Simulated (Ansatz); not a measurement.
TaRu$_{3}$ (Cu3Au type, Pm-3m), a = b = c = 3.829 Å, α = β = γ = 90.00°.

Relaxed with LDA.

### Question
Which orbitals make up the states near the Fermi level in LDA in the plane-wave PAW code Ansatz?

### Answer
Within 0.5 eV of the Fermi level: Ru 4d 78 %, Ta 5d 12 %. Projections are on Löwdin-orthogonalised atomic valence shells; empty p or d shells of many metals are not among them.

### Question
Tabulate the density of states.

### Answer
States/eV per cell of 4 atoms, in 0.25 eV bins, energy from the Fermi level.

```tsv
E (eV)	total	Ru 4d	Ta 5d	Ru 5s
-7.85	0.09	0.00	0.00	0.05
-7.60	0.15	0.00	0.00	0.09
-7.35	0.20	0.00	0.00	0.12
-7.10	0.25	0.00	0.00	0.15
-6.85	0.30	0.01	0.00	0.18
-6.60	0.36	0.02	0.01	0.21
-6.35	0.43	0.03	0.01	0.24
-6.10	0.56	0.07	0.03	0.29
-5.85	1.29	0.54	0.14	0.36
-5.60	2.75	1.43	0.35	0.53
-5.35	3.75	2.19	0.55	0.55
-5.10	4.80	3.16	0.71	0.59
-4.85	6.43	4.46	0.89	0.76
-4.60	5.95	4.33	0.94	0.47
-4.35	5.42	4.13	0.85	0.30
-4.10	4.61	3.63	0.67	0.22
-3.85	3.55	2.86	0.46	0.15
-3.60	3.99	3.28	0.52	0.10
-3.35	4.76	3.84	0.67	0.13
-3.10	4.40	3.61	0.55	0.14
-2.85	4.04	3.34	0.43	0.16
-2.60	4.60	3.77	0.49	0.22
-2.35	4.52	3.62	0.48	0.27
-2.10	4.58	3.55	0.55	0.31
-1.85	6.50	5.12	0.85	0.31
-1.60	7.60	6.07	1.03	0.30
-1.35	6.32	4.97	0.90	0.27
-1.10	4.50	3.38	0.70	0.23
-0.85	5.09	3.89	0.79	0.18
-0.60	4.90	3.94	0.58	0.16
-0.35	5.45	4.36	0.62	0.17
-0.10	4.47	3.39	0.59	0.17
0.15	3.96	2.98	0.50	0.15
0.40	3.26	2.59	0.32	0.11
0.65	2.28	1.82	0.21	0.07
0.90	1.71	1.33	0.18	0.06
1.15	1.45	1.14	0.16	0.04
1.40	1.76	1.42	0.24	0.04
1.65	2.36	1.95	0.32	0.03
1.90	1.80	1.46	0.27	0.03
2.15	2.97	1.33	1.47	0.09
2.40	5.44	2.08	3.06	0.12
2.65	5.42	2.19	2.79	0.17
2.90	3.73	1.45	1.81	0.22
3.15	2.94	1.14	1.55	0.14
3.40	3.25	1.34	1.55	0.22
3.65	4.16	1.79	1.81	0.39
3.90	3.92	1.63	1.56	0.46
4.15	2.29	0.78	0.83	0.47
4.40	2.24	0.67	0.77	0.52
```

The first step of the workflow began from a Materials Project structure, measured or hypothetical; the Crystallography Open Database copy checked does not list it. Its standing as an ambient phase is unchecked. The LDA relaxation kept the symmetry of its start; whether a distortion lowers the energy is not shown. The run is not spin-polarised. Scalar-relativistic: spin–orbit coupling is off unless named, which matters more the heavier the elements.

Potentials: the later of the program's two PAW sets.
